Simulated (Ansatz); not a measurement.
Al$_{3}$Cu: how the plane-wave cutoff moves the results

These are results of DFT PBEsol, scalar-relativistic, plane waves, PAW in Ansatz 0.2.0, not measurements.

```cif
data_structure
_symmetry_space_group_name_H-M 'P 1'
_symmetry_Int_Tables_number 1
_cell_length_a 3.8689
_cell_length_b 3.9269
_cell_length_c 3.9343
_cell_angle_alpha 91.309
_cell_angle_beta 90.253
_cell_angle_gamma 90.649
_cell_volume 59.75
loop_
_atom_site_label
_atom_site_type_symbol
_atom_site_fract_x
_atom_site_fract_y
_atom_site_fract_z
_atom_site_occupancy
Al1 Al 0.01256 0.50085 0.48835 1
Al2 Al 0.46776 0.03177 0.52589 1
Al3 Al 0.51515 0.51242 0.98296 1
Cu1 Cu 0.01359 0.98077 0.00221 1
```

| Quantity | Value |
| --- | --- |
| Γ-centred k-mesh | 8×8×8 |
| occupation rule | Gaussian smearing, 0.1 eV |
| spin treatment | unpolarised |
| valence charge of the PAW sets | Al 3, Cu 19 |

The atoms are held and the plane-wave cutoff is swept. Energies are extrapolated to zero smearing and count from the reference run, 600 eV. The cell was strained and its atoms displaced at random, so that forces don't vanish. Pressure is positive in compression and holds a correction for the finite cutoff (Pulay stress).

Task: Tried: 200, 250, 300, 350, 420, 600 eV. From which plane-wave cutoff on does the energy per atom stay within 100, 10 and 1 meV of the reference?

Result: 300 for 100 meV, 350 for 10 meV, 420 for 1 meV. The reference itself isn't shown to be converged. At 350 eV, where the energy is within 10 meV, force components already agree to within 0.006 eV/Å, where the largest force is 1.325 eV/Å.

```tsv
cutoff (eV)	ΔE (meV/atom)	P (GPa)	largest change of a force component (eV/Å)	plane waves at Γ
200	4049	2.93	0.212	385
250	709	3.11	0.090	519
300	94.6	0.75	0.033	733
350	9.58	0.34	0.006	893
420	0.94	0.29	0.000	1189
600	0.00	0.29	0.000	1985
```